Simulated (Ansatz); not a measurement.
Sheets of one type (M2XT2 MXene (fcc sites)-type), r²SCAN+D4 in the plane-wave PAW code Ansatz; HSE06 gaps on those cells.

| layer | a (Å) | thickness (Å) |
|---|---|---|
| Mo2CO2 | 3.078 | 4.43 |
| Hf2CO2 | ? | ? |
| W2CO2 | 3.090 | 4.44 |
| Hf2NO2 | 3.207 | 4.61 |
| Hf2CF2 | 3.251 | 5.06 |
| Ti2CO2 | 3.014 | 4.40 |

Complete the blanks.


- Hf2CO2, a (Å): 3.256
- Hf2CO2, thickness (Å): 4.59

Began spin-polarised and lost the moments: Hf2NO2, M2XT2 MXene (fcc sites)-type layer. All cells were relaxed under the symmetry of their starts (and spin orders); stability against distortions was not tested throughout. Rows with no word on spin ran without spin polarisation. No Hubbard U is applied. Spin–orbit coupling is left out wherever it is not named. Constructed layers (a layer type filled with these elements): Mo2CO2, M2XT2 MXene (fcc sites)-type layer; Hf2CO2, M2XT2 MXene (fcc sites)-type layer; W2CO2, M2XT2 MXene (fcc sites)-type layer; Hf2NO2, M2XT2 MXene (fcc sites)-type layer; Hf2CF2, M2XT2 MXene (fcc sites)-type layer; Ti2CO2, M2XT2 MXene (fcc sites)-type layer.

Potentials: the later of the program's two PAW sets.
